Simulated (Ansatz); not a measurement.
## Hydrogen-ended wire of C, C84H46

Ansatz, PAW, plane waves. PBEsol relaxation at a 1×1×3 mesh; single points on the relaxed atoms at a 1×1×2 mesh, onto which points of the small cell's zone fold. No spin–orbit coupling unless named.

Relaxed structure:

```cif
data_structure
_symmetry_space_group_name_H-M 'P 1'
_symmetry_Int_Tables_number 1
_cell_length_a 21.0000
_cell_length_b 21.0000
_cell_length_c 6.1554
_cell_angle_alpha 90.000
_cell_angle_beta 90.000
_cell_angle_gamma 90.000
_cell_volume 2714.52
loop_
_atom_site_label
_atom_site_type_symbol
_atom_site_fract_x
_atom_site_fract_y
_atom_site_fract_z
_atom_site_occupancy
C1 C 0.37976 0.39561 0.04344 1
C2 C 0.62015 0.39554 0.04344 1
C3 C 0.50001 0.60563 0.04066 1
C4 C 0.49997 0.46470 0.37538 1
C5 C 0.49993 0.32789 0.71249 1
C6 C 0.38114 0.67299 0.37818 1
C7 C 0.37967 0.53480 0.70774 1
C8 C 0.61892 0.67293 0.37818 1
C9 C 0.62031 0.53473 0.70774 1
C10 C 0.37868 0.39594 0.29337 1
C11 C 0.62123 0.39587 0.29337 1
C12 C 0.50001 0.60435 0.28973 1
C13 C 0.49997 0.46528 0.62543 1
C14 C 0.49993 0.32640 0.96130 1
C15 C 0.38008 0.67251 0.62287 1
C16 C 0.37960 0.53484 0.95748 1
C17 C 0.61998 0.67245 0.62286 1
C18 C 0.62039 0.53477 0.95748 1
C19 C 0.49995 0.39582 0.04341 1
C20 C 0.37874 0.60430 0.03976 1
C21 C 0.37958 0.46540 0.37565 1
C22 C 0.37999 0.32772 0.71027 1
C23 C 0.62128 0.60423 0.03976 1
C24 C 0.62037 0.46534 0.37565 1
C25 C 0.61988 0.32766 0.71027 1
C26 C 0.50003 0.67377 0.37183 1
C27 C 0.49999 0.53489 0.70770 1
C28 C 0.49995 0.39454 0.29248 1
C29 C 0.37981 0.60463 0.28969 1
C30 C 0.37966 0.46544 0.62539 1
C31 C 0.38104 0.32725 0.95495 1
C32 C 0.62021 0.60457 0.28969 1
C33 C 0.62029 0.46538 0.62539 1
C34 C 0.61883 0.32718 0.95496 1
C35 C 0.50003 0.67228 0.62064 1
C36 C 0.49999 0.53548 0.95776 1
C37 C 0.56036 0.29261 0.04155 1
C38 C 0.43999 0.50036 0.04143 1
C39 C 0.43878 0.36010 0.37619 1
C40 C 0.32144 0.56944 0.37447 1
C41 C 0.32108 0.42970 0.71309 1
C42 C 0.67878 0.49869 0.04352 1
C43 C 0.68173 0.36348 0.38248 1
C44 C 0.56780 0.70822 0.04646 1
C45 C 0.55996 0.56951 0.37351 1
C46 C 0.56002 0.43064 0.70855 1
C47 C 0.43994 0.63930 0.70759 1
C48 C 0.67932 0.63848 0.70538 1
C49 C 0.56768 0.29191 0.28667 1
C50 C 0.43999 0.49985 0.29170 1
C51 C 0.43986 0.36090 0.62554 1
C52 C 0.32112 0.57057 0.62005 1
C53 C 0.32140 0.43083 0.95866 1
C54 C 0.67878 0.50138 0.28962 1
C55 C 0.67924 0.36159 0.62776 1
C56 C 0.56048 0.70753 0.29158 1
C57 C 0.56006 0.56950 0.62458 1
C58 C 0.55992 0.43063 0.95963 1
C59 C 0.43886 0.64011 0.95695 1
C60 C 0.68181 0.63659 0.95066 1
C61 C 0.43949 0.29264 0.04155 1
C62 C 0.32118 0.49879 0.04352 1
C63 C 0.31815 0.36359 0.38248 1
C64 C 0.55998 0.50032 0.04143 1
C65 C 0.56110 0.36007 0.37619 1
C66 C 0.43227 0.70826 0.04647 1
C67 C 0.44005 0.56954 0.37351 1
C68 C 0.43990 0.43067 0.70855 1
C69 C 0.32073 0.63858 0.70537 1
C70 C 0.67856 0.56934 0.37447 1
C71 C 0.67884 0.42960 0.71309 1
C72 C 0.56010 0.63927 0.70759 1
C73 C 0.43216 0.29195 0.28667 1
C74 C 0.32118 0.50148 0.28962 1
C75 C 0.32065 0.36169 0.62776 1
C76 C 0.55998 0.49982 0.29170 1
C77 C 0.56002 0.36087 0.62554 1
C78 C 0.43960 0.70756 0.29158 1
C79 C 0.43994 0.56953 0.62458 1
C80 C 0.44001 0.43067 0.95962 1
C81 C 0.31823 0.63669 0.95065 1
C82 C 0.67888 0.57047 0.62005 1
C83 C 0.67852 0.43073 0.95867 1
C84 C 0.56118 0.64007 0.95695 1
H1 H 0.49992 0.27754 0.65770 1
H2 H 0.33791 0.69824 0.32132 1
H3 H 0.66217 0.69815 0.32132 1
H4 H 0.38027 0.72259 0.67930 1
H5 H 0.61982 0.72252 0.67931 1
H6 H 0.38015 0.27766 0.65383 1
H7 H 0.61969 0.27759 0.65382 1
H8 H 0.33780 0.30202 0.01182 1
H9 H 0.66205 0.30193 0.01182 1
H10 H 0.50005 0.72264 0.67543 1
H11 H 0.55985 0.24325 0.97701 1
H12 H 0.27799 0.59435 0.31787 1
H13 H 0.27709 0.45327 0.65658 1
H14 H 0.72285 0.52148 0.98460 1
H15 H 0.68841 0.31542 0.31562 1
H16 H 0.72452 0.38987 0.33233 1
H17 H 0.53712 0.74257 0.96477 1
H18 H 0.61593 0.72605 0.01195 1
H19 H 0.72194 0.66321 0.64053 1
H20 H 0.53699 0.25757 0.36837 1
H21 H 0.61580 0.27406 0.32118 1
H22 H 0.27711 0.54703 0.67656 1
H23 H 0.27794 0.40595 0.01527 1
H24 H 0.72284 0.47857 0.34853 1
H25 H 0.72185 0.33684 0.69261 1
H26 H 0.56000 0.75689 0.35613 1
H27 H 0.72459 0.61018 0.00081 1
H28 H 0.68852 0.68465 0.01752 1
H29 H 0.43997 0.24328 0.97700 1
H30 H 0.27712 0.52161 0.98460 1
H31 H 0.31145 0.31553 0.31563 1
H32 H 0.27538 0.39000 0.33234 1
H33 H 0.38415 0.72610 0.01198 1
H34 H 0.46295 0.74261 0.96475 1
H35 H 0.27812 0.66333 0.64052 1
H36 H 0.72202 0.59423 0.31786 1
H37 H 0.72285 0.45314 0.65658 1
H38 H 0.38403 0.27414 0.32116 1
H39 H 0.46282 0.25759 0.36837 1
H40 H 0.27711 0.47869 0.34853 1
H41 H 0.27803 0.33697 0.69261 1
H42 H 0.44011 0.75692 0.35613 1
H43 H 0.27544 0.61030 0.00079 1
H44 H 0.31155 0.68475 0.01750 1
H45 H 0.72288 0.54690 0.67655 1
H46 H 0.72197 0.40582 0.01527 1
```

What are the mean bond lengths by pair (pairs within 1.2 times the sum of covalent radii, less contacts 15 % beyond the pair's median; cation–cation pairs of compounds aside; long ionic contacts are cut short by that bound)?

C–C 1.536 ± 0.013 Å (standard deviation, 145 bonds); C–H 1.104 ± 0.006 Å (standard deviation, 46 bonds).

What gap lies between the top filled and the lowest empty level in the single points?

HSE06 3.75 eV (60 s on NVIDIA GB200).
